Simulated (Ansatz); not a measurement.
Theory: Ansatz, DFT, LDA (PW92), plane waves (420 eV) with PAW, scalar-relativistic. (PAW data from PBE, frozen cores regenerated.)

An element in the diamond structure gives this curve. The cell is scaled uniformly from the relaxed one, with fractional coordinates and shape fixed. Energies are extrapolated to zero smearing, pressures are those at the given smearing. Magnetic state: ferromagnetic.

```csv
V (Å³/atom),E − E₀ (meV/atom),P (GPa),sphere moment (μB)
19.503,124.2,17.19,0.31
20.389,49.4,9.92,0.38
21.276,10.8,4.26,0.42
22.162,0.0,-0.11,0.43
23.048,10.6,-3.45,0.44
23.935,37.4,-6.03,0.43
24.821,76.8,-8.04,0.43
```

**Question.** Which element is it?
A. osmium
B. lithium
C. palladium
D. silicon

**Answer.** C. Its fit is V₀ = 22.13 Å³/atom, B₀ = 97 GPa, B₀′ = 5.6.
